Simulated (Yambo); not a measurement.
G0W0@LDA for WO₃ (ReO3 type, space group Pm-3m, No. 221) in Yambo. Reference settings: 4×4×4 Γ-centred k mesh, bands 2 to 129 and a 10 Ry block in the screening, 129 bands in G with the Bruneval-Gonze terminator, plasmon pole fitted at 27.2 eV. The LDA gap R → Γ on this mesh is 0.58 eV; G0W0 gaps are taken between the same points.

The settings were changed. The gap went from 1.59 eV to 1.73 eV, and the shift of the valence edge from -0.20 eV to -0.01 eV.

**Question.** What was changed between the two runs?
A) 32 bands in W, 32 bands in G, 2 Ry block
B) 32 bands in W, 32 bands in G, 4 Ry block
C) 47 bands in W, 47 bands in G
D) 2×2×2 mesh

**Answer.** C, 47 bands in W, 47 bands in G. The others gave (gap, valence shift): 2×2×2 mesh: 1.54, -0.09 eV; 32 bands in W, 32 bands in G, 2 Ry block: 2.16, -0.12 eV; 32 bands in W, 32 bands in G, 4 Ry block: 1.87, 0.09 eV.

Spin-orbit coupling is not included.

Geometry relaxed with LDA; primitive cell a = b = c = 3.7688 Å, α = β = γ = 90.00°.

The structure is a Materials Project entry; no match was found in the copy of COD used, and its stability was not checked.

A shift is the quasiparticle energy of the state minus its LDA energy.
